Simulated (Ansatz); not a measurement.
# Calculated ¹⁸⁷Re nuclear quadrupole resonance for GaReSi

Cell: a structure deposited in the COD, its atoms then relaxed with PBE in this cell.

Space group P4/nmm:1 (No. 129); a = 3.1942, c = 8.0540 Å.

```
site  Wyckoff  site symmetry       x       y       z
  Ga       2c            4mm  0.5000  0.0000  0.9145
  Si       2c            4mm  0.0000  0.5000  0.4155
  Re       2c            4mm  0.0000  0.5000  0.7297
```

One atom of each set is listed.

Method: Kohn–Sham DFT in Ansatz, r2SCAN, plane waves and PAW, scalar-relativistic, 500 eV cutoff, Γ-centred 10×10×4 k-points, Fermi–Dirac smearing 0.05 eV.

¹⁸⁷Re: I = 5/2, Q = 2070 mb (year-2017 value). Static lattice, zero field.

(1) At which frequencies do the ¹⁸⁷Re NQR lines lie?

(2) And for 185Re (I = 5/2, Q = 2180 mb) on Re?

Answers

(1) For I = 5/2 and η = 0 the lines are 3|C_Q|/20 and twice that; η pulls their ratio below 2.

```csv
site,atoms,V_zz (10²¹ V/m²),C_Q (MHz),η,line frequencies (MHz)
Re,2,-19.43,-972,0.00,"145.9, 291.7"
```

(2) C_Q scales with Q to -1024 MHz, with lines at 153.6, 307.2 MHz.

An axis of threefold or higher order runs through Re, so V_zz lies along it and η is zero.

Spin–orbit coupling is left out, which shifts gradients on Re by a few per cent in wide-gap crystals, and can shift them far more where the calculated gap is small or absent, as here. With a gap of 0.3 eV under a smearing of 0.05 eV the band edges are partly filled, so small gradients can hang on the smearing and the k-mesh.

Hardware: 1 thread of Arm Neoverse V2 (aarch64; 32 cores open to the job, memory cap 3.0 GiB, no GPU), a shared host with a load of 0.5 a core. Wall time 34 s, CPU time 34 s, peak memory 0.63 GiB.
